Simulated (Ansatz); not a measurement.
# Relaxing Sb

Computed with DFT PBEsol, scalar-relativistic, plane waves, PAW (Ansatz 0.2.0). (420 eV cutoff, 15×15×8 k-mesh, Gaussian smearing of 0.10 eV, no spin polarisation)

What was changed: relaxed at 25 GPa.

Other phases may be more stable at this pressure.

Command:

```bash
ansatz run input.yaml --threads 1 --pin off --max-ram 1331MiB --backend cpu --events-out ev --progress --plain --runs-dir out
```

Input:

```yaml
crystal:
  lattice:
    - [3.0965062929, 0.0, 0.0]
    - [-1.5482531465, 2.6816531126, 0.0]
    - [0.0, 0.0, 5.0994270429]
  atoms:
    - { symbol: Sb, position: [0.3333333333, 0.6666666667, 0.25] }
    - { symbol: Sb, position: [0.6666666667, 0.3333333333, 0.75] }
basis:
  ecutwfc: 420
kpoints:
  mp_grid: { grid: [15, 15, 8] }
hamiltonian:
  xc: pbesol
scf:
  occupations: { method: gaussian, width: 0.1 }
output:
  forces: true
  stress: true
  eigenvalues: true
relax:
  adjacent_minimum: "off"
  f_tol: 0.008
  max_steps: 50
  cell: { stress_tol: 0.08, p_target: 25.0 }
```

F is the free energy. Steps run on the plane waves of an earlier cell, but the last one, and at times one on the way, on a freshly chosen basis, so a repeated geometry can differ a little in energy. The relaxation lowers the enthalpy F + PV at the target pressure, so F itself can rise.

At step 2 F + PV rises: a step can overshoot before the optimiser corrects it.

Steps:

```
step F − F(1) (eV) largest force component (eV/Å) V (Å³/atom) P (GPa)
   1         0.0000                           0.000       21.172    23.25
   2         0.2662                           0.000       20.367    30.05
   3         0.0641                           0.000       20.958    24.93
   4         0.0667                           0.000       20.950    25.00
   5         0.0669                           0.000       20.950    25.00
```

Relaxed structure:

```yaml
crystal:
  lattice:
    - [3.08423, 0.00000, 0.00000]
    - [-1.54211, 2.67102, 0.00000]
    - [0.00000, 0.00000, 5.08618]
  atoms:
    - { symbol: Sb, position: [0.33333, 0.66667, 0.25000] }
    - { symbol: Sb, position: [0.66667, 0.33333, 0.75000] }
```

It takes space group P6_3/mmc (No. 194, hexagonal). Conventional cell: a = 3.084 Å, b = 3.084 Å, c = 5.086 Å, α = 90.00°, β = 90.00°, γ = 120.00°. Sb (site symmetry -6m2) has 12 Sb at 3.08 to 3.10 Å as nearest neighbours.

The run converged. The run took about 50 core-seconds.